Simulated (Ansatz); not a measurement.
Na (bcc (W type)), relaxed with LDA (Ansatz, a quantum-chemistry and plane-wave program, plane waves, PAW): a = b = c = 4.053 Å, α = β = γ = 90.00°.

- B₀ by P(V) fit (GPa): 9.1
- K_Hill (GPa): 9.1
- G_Hill (GPa): 3.1
- Θ_D (K): 171

Problem. The same phase is relaxed and computed with PBE in the same code. What are the cell and these values now?

Solution. a = 4.1971 Å, b = 4.1971 Å, c = 4.1971 Å, α = 90.00°, β = 90.00°, γ = 90.00°.

- B₀ by P(V) fit (GPa) = 7.8
- K_Hill (GPa) = 7.8
- G_Hill (GPa) = 2.7
- Θ_D (K) = 163

All cells were relaxed under the symmetry of their starts (and spin orders); stability against distortions was not tested throughout.

Potentials: the earlier of the program's two PAW sets.

Ansatz is a plane-wave DFT program.
